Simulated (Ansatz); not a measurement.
CsGeBr$_{3}$:
```
CELL_PARAMETERS angstrom
      3.96507     2.28924     3.35223
     -3.96507     2.28924     3.35223
      0.00000    -4.57847     3.35223
ATOMIC_POSITIONS crystal
  Cs 0.00147 0.00147 0.00147
  Ge 0.47674 0.47674 0.47674
  Br 0.02926 0.50525 0.50525
  Br 0.50525 0.02926 0.50525
  Br 0.50525 0.50525 0.02926
```

Relaxed with r²SCAN. Special points in fractions of this cell's reciprocal vectors: Γ (0.000, 0.000, 0.000); T (0.500, 0.500, 0.500); H2 (0.522, 0.478, 0.500); H0 (0.500, -0.478, 0.478); L (0.500, 0.000, 0.000); S0 (0.489, -0.489, 0.000); S2 (0.511, 0.000, 0.489); F (0.500, 0.000, 0.500).

### Question
List the band energies nearest the valence-band maximum at these points for r²SCAN with spin–orbit coupling in the plane-wave PAW code Ansatz.

### Answer
In eV from the valence-band maximum; about four levels below and three above (degenerate sets whole), none deeper than 8.9 eV; points with the same levels are listed once.

```
k                           below                          above
--  -----------------------------  -----------------------------
Γ         -2.25 -2.25 -2.22 -2.22  3.53 3.53 4.24 4.24 4.24 4.24
T           -1.96 -1.96 0.00 0.00            1.49 1.49 1.67 1.67
H2  -1.97 -1.96 -1.96 -0.04 -0.02                 1.50 1.51 1.68
L         -2.47 -2.47 -1.65 -1.65            2.44 2.44 4.90 4.90
S0        -2.06 -2.06 -0.81 -0.80                 1.97 1.97 2.17
F         -2.06 -2.06 -0.80 -0.80            1.96 1.96 2.17 2.17
```

Space group R3m. The first step of the workflow began from a Materials Project structure, measured or hypothetical; the Crystallography Open Database copy checked does not list it. Whether it is the stable phase at ambient conditions was not checked. The r²SCAN relaxation kept the symmetry of its start; its stability against distortions is not shown here.

Potentials: the later of the program's two PAW sets.
